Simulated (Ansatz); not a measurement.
Trial structure of Al2H5, not yet relaxed:

Space group P-6m2 (No. 187). a = 3.707 Å, b = 3.707 Å, c = 6.057 Å, α = 90.00°, β = 90.00°, γ = 120.00°
```csv
atom,site,symmetry,x,y,z
Al,1a,-6m2,0.0000,0.0000,0.0000
Al,1c,-6m2,0.3333,0.6667,0.0000
H,3k,mm2,0.8327,0.1673,0.5000
H,2g,3m.,0.0000,0.0000,0.6347
```

All numbers below come from DFT PBE, scalar-relativistic, plane waves, PAW in Ansatz. Settings: cutoff 420 eV, Γ-centred mesh 6×6×4 on the computed 7-atom cell, Gaussian smearing of 0.10 eV; no spin polarisation.

Energies over the elements count from the elements' standard structures at the same level (H₂ as a molecule), with no fitted energy shifts.

Task: Estimate its pressure, forces and energy as it stands.

Result: The pressure is 16.4 GPa (the mean over three directions, positive in compression), the largest force is 1.05 eV/Å, and the energy is +1.47 eV/atom against the elements. The shortest distance is 1.35 Å.

Task: Is it a good guess?

Result: A rough one: relaxing gains about 0.70 eV/atom (the start's value is from the coarse mesh, so the gain is rough) in 21 ionic steps and ends at +0.77 eV/atom on the finer mesh. The symmetry stays P-6m2 (No. 187). The volume per atom grows by 12.4 %, from 10.3 to 11.6 Å³. The shortest distance goes from 1.35 Å (H–H) to 0.89 Å (H–H). The ratio c/a of the conventional cell changes by a factor of 0.64. Conventional cell: a = 4.474 Å, c = 4.675 Å. Al on its first site has 2 H at 1.89 Å and 3 Al at 2.58 Å; Al on its second site has 3 Al at 2.58 Å; around H on a site of symmetry mm2 lie 2 H at 0.95 Å; 1 more site not described.

The last run used a 12×12×8 mesh (in the run's order of axes) for its 7-atom cell and Gaussian smearing of 0.10 eV. The cell is a metal run without spin; a magnetic state may lie lower. With hydrogen, zero-point motion can shift formation energies by some tens of meV/atom. The relaxation can't lower the symmetry of the start, and the grade says only how near the guess is to its own end. Symmetry constrained the relaxation, so the result can be a saddle point.
